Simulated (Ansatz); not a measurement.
# Relaxation of BeCu2Si2

Method: Ansatz 0.2.0, DFT r2SCAN, scalar-relativistic, plane waves, PAW. (500 eV cutoff, 14×14×14 k-mesh, Gaussian smearing of 0.10 eV, no spin polarisation)

What was changed in CaCu2Si2: Ca → Be on all its sites, cell and atoms relaxed.

Command:

```bash
ansatz run input.yaml --threads 1 --pin off --max-ram 2560MiB --backend cpu --events-out ev --progress --plain --runs-dir out
```

Input:

```yaml
crystal:
  lattice:
    - [-1.7725380773, 1.7725380773, 5.3735539926]
    - [1.7725380773, -1.7725380773, 5.3735539926]
    - [1.7725380773, 1.7725380773, -5.3735539926]
  atoms:
    - { symbol: Be, position: [0.0, 0.0, 0.0] }
    - { symbol: Si, position: [0.3968199062, 0.3968199062, 0.0] }
    - { symbol: Si, position: [0.6031800938, 0.6031800938, 0.0] }
    - { symbol: Cu, position: [0.75, 0.25, 0.5] }
    - { symbol: Cu, position: [0.25, 0.75, 0.5] }
basis:
  ecutwfc: 500
kpoints:
  mp_grid: { grid: [14, 14, 14] }
hamiltonian:
  xc: r2scan
scf:
  occupations: { method: gaussian, width: 0.1 }
output:
  forces: true
  stress: true
  eigenvalues: true
relax:
  adjacent_minimum: "off"
  f_tol: 0.01
  max_steps: 60
  cell: { stress_tol: 0.1 }
```

F is the free energy. Steps run on the plane waves of an earlier cell, but the last one, and at times one on the way, on a freshly chosen basis, so a repeated geometry can differ a little in energy.

Steps:

```json
{"step": "1", "F − F(1) (eV)": "0.0000", "largest force component (eV/Å)": "0.078", "V (Å³/atom)": "13.506", "P (GPa)": "-0.33"}
{"step": "2", "F − F(1) (eV)": "-0.0004", "largest force component (eV/Å)": "0.030", "V (Å³/atom)": "13.484", "P (GPa)": "-0.15"}
{"step": "3", "F − F(1) (eV)": "-0.0004", "largest force component (eV/Å)": "0.003", "V (Å³/atom)": "13.466", "P (GPa)": "0.00"}
{"step": "4", "F − F(1) (eV)": "-0.0004", "largest force component (eV/Å)": "0.003", "V (Å³/atom)": "13.466", "P (GPa)": "0.00"}
```

Relaxed structure:

```yaml
crystal:
  lattice:
    - [-1.77004, 1.77004, 5.37274]
    - [1.77004, -1.77004, 5.37274]
    - [1.77004, 1.77004, -5.37274]
  atoms:
    - { symbol: Be, position: [0.00000, 0.00000, 0.00000] }
    - { symbol: Si, position: [0.39667, 0.39667, 0.00000] }
    - { symbol: Si, position: [0.60333, 0.60333, 0.00000] }
    - { symbol: Cu, position: [0.75000, 0.25000, 0.50000] }
    - { symbol: Cu, position: [0.25000, 0.75000, 0.50000] }
```

It takes space group I4/mmm (No. 139, tetragonal). The conventional cell has a = 3.540 Å, b = 3.540 Å, c = 10.745 Å, α = 90.00°, β = 90.00°, γ = 90.00°. Be (site symmetry 4/mmm) is surrounded by 8 Si at 2.74 Å. Si (site symmetry 4mm) is surrounded by 1 Si at 2.22 Å and 4 Cu at 2.37 Å. Cu (site symmetry -4m2) is surrounded by 4 Si at 2.37 Å and 4 Cu at 2.50 Å.

The run converged. The run took 4.1 min on 1 thread of Arm Neoverse V2, with other jobs on the host, peak memory 0.84 GiB.